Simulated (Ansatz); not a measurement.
The elements of this relaxed trial crystal are hidden behind letters.

```
lattice vectors (Å)
   2.0840    1.2032    4.3320
  -2.0840    1.2032    4.3320
   0.0000   -2.4063    4.3320
fractional positions
X 0.8970 0.8970 0.8970
X 0.1030 0.1030 0.1030
Z 0.3014 0.3014 0.3014
Z 0.6986 0.6986 0.6986
Z 0.5000 0.5000 0.5000
```

Theory: DFT PBE, scalar-relativistic, plane waves, PAW in Ansatz. The final run on the 5-atom cell used 420 eV, a Γ-centred 12×12×12 mesh, 0.10 eV smearing and no spin polarisation.

* Space group: R-3m (No. 166)
* Conventional cell: a = 4.168 Å, c = 12.996 Å
* Volume per atom: 13.03 Å³
* Density: 6.23 g/cm³
* Energy over the elements: −0.17 eV/atom
* Gap on the 12×12×12 mesh of the 5-atom cell: 0 eV (a metal)

Energies are uncorrected and count from the elements' standard states at the same level.

**Question.** X is a p-block element of period 3 and Z is a d-block element of period 4. Which elements are they?

**Answer.** X = Al, Z = Cu, so the formula is Al2Cu3. Density times volume gives a mean mass of 6.23 × 13.03/1.6605 = 48.9 u per atom, and this set has 48.9 u. Among the elements that the hints allow, noble gases aside, only these give it. Al has 7 Cu at 2.54–2.58 Å, 1 Al at 2.68 Å, 3 Al at 2.92 Å and 3 Cu at 2.98 Å; Cu on a site of symmetry 3m has 4 Cu at 2.55–2.58 Å, 4 Al at 2.58 Å, 3 Cu at 2.98 Å and 3 Al at 2.98 Å; around Cu on a site of symmetry -3m lie 6 Al at 2.54 Å, 2 Cu at 2.58 Å and 6 Cu at 2.98 Å.

A later test with randomly moved atoms led to a structure 28 meV/atom lower, so this end is a saddle point or a shallow minimum.
